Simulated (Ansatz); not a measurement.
Here is the system:

Si3Mo5:
```xyz
16
Lattice="-4.8027 4.8027 2.4350 4.8027 -4.8027 2.4350 4.8027 4.8027 -2.4350" Properties=species:S:1:pos:R:3 pbc="T T T"
Si     0.0000     0.0000     3.6525
Si     0.0000     0.0000     1.2175
Mo     4.8027     0.0000     1.2175
Mo     0.0000     4.8027     1.2175
Si     6.4117     1.6090     0.0000
Si     3.1936     1.6090     2.4350
Si    -1.6090     3.1936     2.4350
Si     1.6090     3.1936     0.0000
Mo     0.7359     2.1551     2.4350
Mo     2.6476     5.5385     0.0000
Mo     4.0668     2.6476     0.0000
Mo     2.1551    -0.7359     2.4350
Mo     0.7359     7.4503     0.0000
Mo     2.6476     4.0668     2.4350
Mo     4.0668    -2.6476     2.4350
Mo     2.1551     0.7359     0.0000
```

This is the PBEsol-relaxed structure.

Question: All from DFT-PBEsol in the program Ansatz with PAW potentials, unless another level is named. Predict the formation energy from the elements (no fitted shifts).

Answer: -0.46 eV/atom.

Question: Next, the density of states at the Fermi level?

Answer: 0.53 states/eV per atom (mean over ±0.08 eV).

Question: What about the gap with spin–orbit coupling?

Answer: none (metallic).

Space group I4/mcm. The workflow started from an entry of the Crystallography Open Database (COD). Whether it is the stable phase at ambient conditions was not checked. The cell was relaxed with PBEsol under the symmetry of its start; whether a distortion lowers the energy is not shown. No spin polarisation was allowed. The references are the lowest solids computed at this level, not always the standard phases. Scalar-relativistic: spin–orbit coupling is off unless named, which matters more the heavier the elements.

Potentials: the later of the program's two PAW sets.
